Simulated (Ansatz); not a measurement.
Method: DFT PBE, scalar-relativistic, plane waves, PAW in Ansatz. All cells share a 420 eV cutoff and Γ-centred k meshes spaced at most about 0.3 Å⁻¹ (about 0.25 or finer for metals, 2π included). No spin polarisation in the final relaxations.

All energies are static (0 K, no zero-point motion).

Two relaxed structures of TiHg3Sb2:

A.

```cif
data_structure
_symmetry_space_group_name_H-M 'P-3m1'
_symmetry_Int_Tables_number 164
_cell_length_a 4.5127
_cell_length_b 4.5127
_cell_length_c 9.1627
_cell_angle_alpha 90.000
_cell_angle_beta 90.000
_cell_angle_gamma 120.000
_cell_volume 161.60
loop_
_atom_site_label
_atom_site_type_symbol
_atom_site_symmetry_multiplicity
_atom_site_Wyckoff_symbol
_atom_site_fract_x
_atom_site_fract_y
_atom_site_fract_z
_atom_site_occupancy
Ti1 Ti 1 a 0.00000 0.00000 0.00000 1
Hg1 Hg 1 b 0.00000 0.00000 0.50000 1
Hg2 Hg 2 d 0.33333 0.66667 0.13060 1
Sb1 Sb 2 d 0.33333 0.66667 0.74025 1
```

B.

```cif
data_structure
_symmetry_space_group_name_H-M 'P6/mmm'
_symmetry_Int_Tables_number 191
_cell_length_a 5.5355
_cell_length_b 5.5355
_cell_length_c 6.0041
_cell_angle_alpha 90.000
_cell_angle_beta 90.000
_cell_angle_gamma 120.000
_cell_volume 159.33
loop_
_atom_site_label
_atom_site_type_symbol
_atom_site_symmetry_multiplicity
_atom_site_Wyckoff_symbol
_atom_site_fract_x
_atom_site_fract_y
_atom_site_fract_z
_atom_site_occupancy
Ti1 Ti 1 a 0.00000 0.00000 0.00000 1
Hg1 Hg 3 g 0.50000 0.00000 0.50000 1
Sb1 Sb 2 c 0.33333 0.66667 0.00000 1
```

Task: Which is lower in energy, and by how much?

Result: A is lower, by 278 meV/atom. A has space group P-3m1 (No. 164), 26.9 Å³/atom and no gap on its mesh; B has space group P6/mmm (No. 191), 26.6 Å³/atom and no gap. Counting Sb atoms around Hg and Ti (those within 1.25 times the shortest such distance or 1.15 times the sum of covalent radii, 1.27 where that leaves under three; a plus sign parts nearer from farther groups; the shortest distance is added where it exceeds 1.18 times the sum of covalent radii; a slash parts the counts of unlike sites), A has Ti 6 from 3.5 Å, Hg 3+1/6 from 3.4 Å and B has Ti 6, Hg 4 from 3.4 Å. Even the lower one lies +0.13 eV/atom against the reference forms of the elements (uncorrected), so neither is stable at this level. Both come from invented guesses. A third cell relaxed alike, in P-4m2, lies 79 meV/atom below the lower of the two.

These runs have no spin–orbit coupling, which can matter for Hg and Sb. A magnetic state wasn't ruled out in cells without spin, among them P6/mmm. Cells relaxed within their symmetry can be saddle points.
